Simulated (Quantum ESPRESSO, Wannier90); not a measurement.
**Wannierisation of Al2O3 (corundum)**

Structure: Materials Project mp-1143, symmetrised, not relaxed again. COD (Crystallography Open Database) has the formula in 3 space groups, this one among them (matched by group alone). Level: LDA, no spin polarisation, no spin-orbit coupling; pw.x of Quantum ESPRESSO at 68 Ry with PseudoDojo potentials, 4×4×4 k-points, Wannier90. Density: 8×8×8 mesh, cold smearing 0.01 Ry.

On the energy scale of pw.x, whose zero is arbitrary, the valence-band maximum lies at 6.99 eV.

Input w.win:

```
num_bands = 6
num_wann = 6
exclude_bands = 7-58
num_iter = 1000
conv_tol = 1.0e-6
conv_window = 4
write_hr = true
write_u_matrices = true
auto_projections = true
begin unit_cell_cart
ang
   -2.4025149901    4.1612780287    0.0000000000
   -4.8050299801    0.0000000000    0.0000000000
   -2.4025149901    1.3870926762    4.3720830000
end unit_cell_cart
begin atoms_frac
Al  -0.1479000000 -0.1479000000  0.4437000000
Al   0.1479000000  0.1479000000 -0.4437000000
Al  -0.3521000000 -0.3521000000  0.0563000000
Al   0.3521000000  0.3521000000 -0.0563000000
O   -0.2500000000  0.0561400000 -0.2500000000
O    0.2500000000 -0.0561400000  0.2500000000
O    0.4438600000 -0.2500000000 -0.2500000000
O   -0.4438600000  0.2500000000  0.2500000000
O    0.0561400000  0.4438600000 -0.2500000000
O   -0.0561400000 -0.4438600000  0.2500000000
end atoms_frac
mp_grid = 4 4 4
begin kpoints
0.0000000000 0.0000000000 0.0000000000
0.0000000000 0.0000000000 0.2500000000
0.0000000000 0.0000000000 0.5000000000
... (61 more lines: the 4x4x4 mesh through Gamma)
end kpoints
```

Input of pw2wannier90.x that gives the overlap and projection files (equivalent; here they were cut from one run over all bands):

```
&inputpp
  outdir = './out'
  prefix = 'pwscf'
  seedname = 'w'
  write_amn = .true.
  write_mmn = .true.
  atom_proj = .true.
  atom_proj_exclude = 1 2 3 4 5 6 7 8 9 10 11 12 13 14 15 16 18 19 20 22 23 24 26 27 28 30 31 32 34 35 36 38 39 40
/
```

Output w.wout (banner and timings cut):

```
                                    ------
                                    SYSTEM
                                    ------

                              Lattice Vectors (Ang)
                    a_1    -2.402515   4.161278   0.000000
                    a_2    -4.805030   0.000000   0.000000
                    a_3    -2.402515   1.387093   4.372083

                   Unit Cell Volume:      87.42009  (Ang^3)

                        Reciprocal-Space Vectors (Ang^-1)
                    b_1     0.000000   1.509917  -0.479038
                    b_2    -1.307627  -0.754959  -0.479038
                    b_3     0.000000   0.000000   1.437115

 *----------------------------------------------------------------------------*
 |   Site       Fractional Coordinate          Cartesian Coordinate (Ang)     |
 +----------------------------------------------------------------------------+
 | al   1  -0.14790  -0.14790   0.44370   |   -0.00000  -0.00000   1.93989    |
 | al   2   0.14790   0.14790  -0.44370   |    0.00000   0.00000  -1.93989    |
 | al   3  -0.35210  -0.35210   0.05630   |    2.40251  -1.38709   0.24615    |
 | al   4   0.35210   0.35210  -0.05630   |   -2.40251   1.38709  -0.24615    |
 | o    1  -0.25000   0.05614  -0.25000   |    0.93150  -1.38709  -1.09302    |
 | o    2   0.25000  -0.05614   0.25000   |   -0.93150   1.38709   1.09302    |
 | o    3   0.44386  -0.25000  -0.25000   |    0.73551   1.50025  -1.09302    |
 | o    4  -0.44386   0.25000   0.25000   |   -0.73551  -1.50025   1.09302    |
 | o    5   0.05614   0.44386  -0.25000   |   -1.66701  -0.11316  -1.09302    |
 | o    6  -0.05614  -0.44386   0.25000   |    1.66701   0.11316   1.09302    |
 *----------------------------------------------------------------------------*
                                ------------
                                K-POINT GRID
                                ------------

             Grid size =  4 x  4 x  4      Total points =   64

 *---------------------------------- MAIN ------------------------------------*
 |  Number of Wannier Functions               :                 6             |
 |  Number of Objective Wannier Functions     :                 6             |
 |  Number of input Bloch states              :                 6             |
 |  Output verbosity (1=low, 5=high)          :                 1             |
 |  Timing Level (1=low, 5=high)              :                 1             |
 |  Optimisation (0=memory, 3=speed)          :                 3             |
 |  Length Unit                               :               Ang             |
 |  Post-processing setup (write *.nnkp)      :                 F             |
 |  Using Gamma-only branch of algorithms     :                 F             |
 *----------------------------------------------------------------------------*
 *------------------------------- WANNIERISE ---------------------------------*
 |  Total number of iterations                :              1000             |
 |  Number of CG steps before reset           :                 5             |
 |  Trial step length for line search         :             2.000             |
 |  Convergence tolerence                     :         0.100E-05             |
 |  Convergence window                        :                 4             |
 |  Iterations between writing output         :                 1             |
 |  Iterations between backing up to disk     :               100             |
 |  Write r^2_nm to file                      :                 F             |
 |  Write xyz WF centres to file              :                 F             |
 |  Write on-site energies <0n|H|0n> to file  :                 F             |
 |  Use guiding centre to control phases      :                 F             |
 |  Use phases for initial projections        :                 F             |
 *----------------------------------------------------------------------------*
 *-------------------------------- PLOTTING ----------------------------------*
 |  Plotting Hamiltonian in WF basis          :                 T             |
 *----------------------------------------------------------------------------*

 *---------------------------------- K-MESH ----------------------------------*
 +----------------------------------------------------------------------------+
 |                    Distance to Nearest-Neighbour Shells                    |
 |                    ------------------------------------                    |
 |          Shell             Distance (Ang^-1)          Multiplicity         |
 |          -----             -----------------          ------------         |
 |             1                   0.359279                      2            |
 |             2                   0.396021                      6            |
 |             3                   0.447057                      6            |
 |             4                   0.609892                      6            |
 |             5                   0.653813                      6            |
 |             6                   0.707848                      6            |
 |             7                   0.718557                      2            |
 |             8                   0.746025                     12            |
       ... (lines left out)
 +----------------------------------------------------------------------------+
 | The b-vectors are chosen automatically                                     |
 | The following shells are used:                       1,  2                 |
 +----------------------------------------------------------------------------+
 |                        Shell   # Nearest-Neighbours                        |
 |                        -----   --------------------                        |
 |                          1               2                                 |
 |                          2               6                                 |
 +----------------------------------------------------------------------------+
 | Completeness relation is fully satisfied [Eq. (B1), PRB 56, 12847 (1997)]  |
 +----------------------------------------------------------------------------+
 |                  b_k Vectors (Ang^-1) and Weights (Ang^2)                  |
 |                  ----------------------------------------                  |
 |            No.         b_k(x)      b_k(y)      b_k(z)        w_b           |
 |            ---        --------------------------------     --------        |
 |             1         0.000000    0.000000    0.359279     3.093753        |
 |             2         0.000000    0.000000   -0.359279     3.093753        |
 |             3        -0.326907   -0.188740   -0.119760     2.339335        |
 |             4         0.000000    0.377479   -0.119760     2.339335        |
 |             5        -0.326907    0.188740    0.119760     2.339335        |
 |             6         0.326907    0.188740    0.119760     2.339335        |
 |             7         0.000000   -0.377479    0.119760     2.339335        |
 |             8         0.326907   -0.188740   -0.119760     2.339335        |
 +----------------------------------------------------------------------------+
 |                           b_k Directions (Ang^-1)                          |
 |                           -----------------------                          |
 |            No.           x           y           z                         |
 |            ---        --------------------------------                     |
 |             1         0.000000    0.000000    0.359279                     |
 |             2        -0.326907   -0.188740   -0.119760                     |
 |             3         0.000000    0.377479   -0.119760                     |
 |             4        -0.326907    0.188740    0.119760                     |
 +----------------------------------------------------------------------------+

 Starting a new Wannier90 calculation ...

 Reading overlaps from w.mmn

 Reading projections from w.amn

 *------------------------------- WANNIERISE ---------------------------------*
 +--------------------------------------------------------------------+<-- CONV
 | Iter  Delta Spread     RMS Gradient      Spread (Ang^2)            |<-- CONV
 +--------------------------------------------------------------------+<-- CONV

 ------------------------------------------------------------------------------
 Initial State
  WF centre and spread    1  (  0.948319, -1.387093, -1.093021 )     0.59222885
  WF centre and spread    2  ( -0.948319,  1.387093,  1.093021 )     0.59222885
  WF centre and spread    3  (  0.727098,  1.514815, -1.093021 )     0.59222885
  WF centre and spread    4  ( -0.727098, -1.514815,  1.093021 )     0.59222885
  WF centre and spread    5  ( -1.675417, -0.127722, -1.093021 )     0.59222885
  WF centre and spread    6  (  1.675417,  0.127722,  1.093021 )     0.59222885
  Sum of centres and spreads ( -0.000000, -0.000000,  0.000000 )     3.55337310

      0     0.355E+01     0.0000000000        3.5533730972  <-- CONV
        O_D=      0.0000340 O_OD=      0.0079181 O_TOT=      3.5533731 <-- SPRD
 ------------------------------------------------------------------------------
      1    -0.220E-04     0.0043807115        3.5533510628  <-- CONV
        O_D=      0.0000293 O_OD=      0.0079007 O_TOT=      3.5533511 <-- SPRD
      2    -0.502E-05     0.0022068519        3.5533460396  <-- CONV
        O_D=      0.0000290 O_OD=      0.0078960 O_TOT=      3.5533460 <-- SPRD
      3    -0.122E-05     0.0014008547        3.5533448223  <-- CONV
        O_D=      0.0000284 O_OD=      0.0078953 O_TOT=      3.5533448 <-- SPRD
      4    -0.908E-07     0.0004392326        3.5533447315  <-- CONV
        O_D=      0.0000284 O_OD=      0.0078953 O_TOT=      3.5533447 <-- SPRD
      5    -0.222E-07     0.0002081566        3.5533447093  <-- CONV
        O_D=      0.0000284 O_OD=      0.0078953 O_TOT=      3.5533447 <-- SPRD
      6    -0.562E-08     0.0000932673        3.5533447037  <-- CONV
        O_D=      0.0000284 O_OD=      0.0078952 O_TOT=      3.5533447 <-- SPRD
      7    -0.728E-09     0.0000421569        3.5533447030  <-- CONV
        O_D=      0.0000284 O_OD=      0.0078952 O_TOT=      3.5533447 <-- SPRD
             <<<     Delta < 1.000E-06  over  4 iterations     >>>
             <<< Wannierisation convergence criteria satisfied >>>
 Final State
  WF centre and spread    1  (  0.948326, -1.387093, -1.093021 )     0.59222412
  WF centre and spread    2  ( -0.948326,  1.387093,  1.093021 )     0.59222412
  WF centre and spread    3  (  0.727094,  1.514821, -1.093021 )     0.59222412
  WF centre and spread    4  ( -0.727094, -1.514821,  1.093021 )     0.59222412
  WF centre and spread    5  ( -1.675421, -0.127728, -1.093021 )     0.59222412
  WF centre and spread    6  (  1.675421,  0.127728,  1.093021 )     0.59222412
  Sum of centres and spreads ( -0.000000, -0.000000,  0.000000 )     3.55334470

         Spreads (Ang^2)       Omega I      =     3.545421026
        ================       Omega D      =     0.000028431
                               Omega OD     =     0.007895246
    Final Spread (Ang^2)       Omega Total  =     3.553344703
```
